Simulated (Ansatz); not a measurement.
## Zone-centre phonons of Sr3CO at 4.4 GPa: input and output

Method: Ansatz, DFT PBEsol, scalar-relativistic, plane waves, PAW.

Launched with:
```bash
ansatz run input.yaml --threads 1 --pin off --max-ram 1280MiB --backend cpu --events-out ev --progress --plain --runs-dir out
```

Input (bare energies are in eV):
```yaml
crystal:
  lattice:
    - [4.7144, 0.0, 0.0]
    - [0.0, 4.7144, 0.0]
    - [0.0, 0.0, 4.7144]
  atoms:
    - { symbol: C, position: [0.0, 0.0, 0.0] }
    - { symbol: O, position: [0.5, 0.5, 0.5] }
    - { symbol: Sr, position: [0.5, 0.5, 0.0] }
    - { symbol: Sr, position: [0.5, 0.0, 0.5] }
    - { symbol: Sr, position: [0.0, 0.5, 0.5] }
basis:
  ecutwfc: 420
kpoints:
  mp_grid: { grid: [8, 8, 8] }
hamiltonian:
  xc: pbesol
scf:
  occupations: { method: fermi_dirac, width: 0.15 }
output:
  eigenvalues: true
phonons:
  method: dfpt
  eigenvectors: true
```

Results section of the output:
```
--- Phonons (Γ-DFPT): 4 representative perturbations + reference, on 125 of 512 k-points (Σ response iterations 28) ---
  k mesh reduced under 8 symmetry operations, with k and −k counted as one. Each operation leaves every solved displacement unchanged or reverses it
  ASR residual: 7.473e-5 → 0.000e0 eV/Å²; symmetrization residual: 2.323e-5 eV/Å²
  ASR residual per site (eV/Å²): 5.27e-5 5.05e-5 7.47e-5 7.47e-5 7.47e-5
  Γ frequencies (cm⁻¹): -175.76 -175.76 -175.76 -57.16 -57.16 -57.16 0.00 0.00 0.00 187.64 187.64 187.64 390.97 390.97 390.97
  non-analytic LO–TO correction: not included (Born effective charges unavailable; polar crystals: no LO–TO splitting at Γ)
```

Its imaginary modes show that this cell, the ideal cubic antiperovskite prototype, isn't a minimum of the energy. Without a gap, frequencies and elastic constants depend on the k mesh and the smearing, soft modes and shear constants most. A semilocal functional can close a gap that the real compound has.

Negative frequencies stand for imaginary ones: the cell is unstable against these modes.

The bands only touch here, so at this level the crystal is a zero-gap semiconductor or semimetal, not an ordinary metal; spin–orbit coupling, left out, can open or move such a gap.